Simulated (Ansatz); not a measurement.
Structure: InB2As3 as one 6-atom ordering (Imm2) on the zincblende lattice, at its r2SCAN minimum. It is orthorhombic, Imm2 (No. 44); conventional cell a = 3.617 Å, b = 11.004 Å, c = 5.331 Å, 17.68 Å³ an atom. B is surrounded by 4 As at 2.10–2.16 Å; As is surrounded by 3 B at 2.10–2.16 Å and 1 In at 2.60 Å; In is surrounded by 4 As at 2.55–2.60 Å; As is surrounded by 2 B at 2.10 Å and 2 In at 2.55 Å.

```cif
data_structure
_symmetry_space_group_name_H-M 'Imm2'
_symmetry_Int_Tables_number 44
_cell_length_a 3.6167
_cell_length_b 11.0039
_cell_length_c 5.3312
_cell_angle_alpha 90.000
_cell_angle_beta 90.000
_cell_angle_gamma 90.000
_cell_volume 212.17
loop_
_atom_site_label
_atom_site_type_symbol
_atom_site_symmetry_multiplicity
_atom_site_Wyckoff_symbol
_atom_site_fract_x
_atom_site_fract_y
_atom_site_fract_z
_atom_site_occupancy
B1 B 4 d 0.50000 0.17328 0.50321 1
As1 As 4 d 0.00000 0.19320 0.28530 1
In1 In 2 a 0.00000 0.00000 0.00538 1
As2 As 2 b 0.50000 0.00000 0.66762 1
```

The questions ask for values computed with the plane-wave code Ansatz on this geometry. The calculation is non-magnetic, and the structure need not be a phase that has been made.

Given (8×8×8 mesh): PBE gives an indirect gap of 0.10 eV, from Γ to G₀–X (0.70 of the way from G₀); the least direct gap is 0.22 eV at X.

(1) What does PBE+SOC give for the gap (8×8×8 mesh)?

(2) What does r2SCAN give for the gap (8×8×8 mesh)?

(3) What does HSE06 give for the gap (6×6×6 mesh)?

(4) What do these levels agree on?

## Answers

(1) With PBE+SOC the valence top lies at Γ and the conduction bottom at G₀–X (0.71 of the way from G₀), 0.09 eV higher; the smallest vertical gap, at X, is 0.23 eV. The gap differs by -0.01 eV from PBE's.

(2) The r2SCAN gap is indirect, 0.35 eV (Γ to G₀–X (0.71 of the way from G₀)), below the direct gap of 0.50 eV at X. The gap differs by +0.25 eV from PBE's.

(3) The HSE06 gap is indirect, 0.70 eV (Γ to G₀–X (0.71 of the way from G₀)), below the direct gap of 0.83 eV at X. The gap differs by +0.60 eV from PBE's.

(4) r2SCAN covers 42 % of the step from PBE to HSE06, while HSE06 needs about 12 times r2SCAN's rough cost (on a coarser mesh). Spin-orbit coupling moves the least or the direct gap by up to 0.02 eV, so it can be left out where a tenth of an eV counts. Among these functionals the gap stays indirect.

Only the levels marked +SOC include spin-orbit coupling.

Where an edge lies off the special points, it is a point of the mesh or the k point where a search put PBE's edge or least direct gap, reused for the other functionals, whose own edges may lie a little apart; PBE's own value is read along its path and can be a few hundredths of an eV high.

Gaps or overlaps of about a tenth of an eV are at the limit of these meshes: between the points read a gap can be smaller or closed.

Small gaps with spin-orbit coupling can be splittings of inverted bands, not the fundamental gap; semilocal functionals often invert bands that the real crystal keeps in order.

Gaps under 0.1 eV (PBE+SOC) can't be told from a closed one: the bands may be in normal order or already inverted, which a gap's size doesn't show.
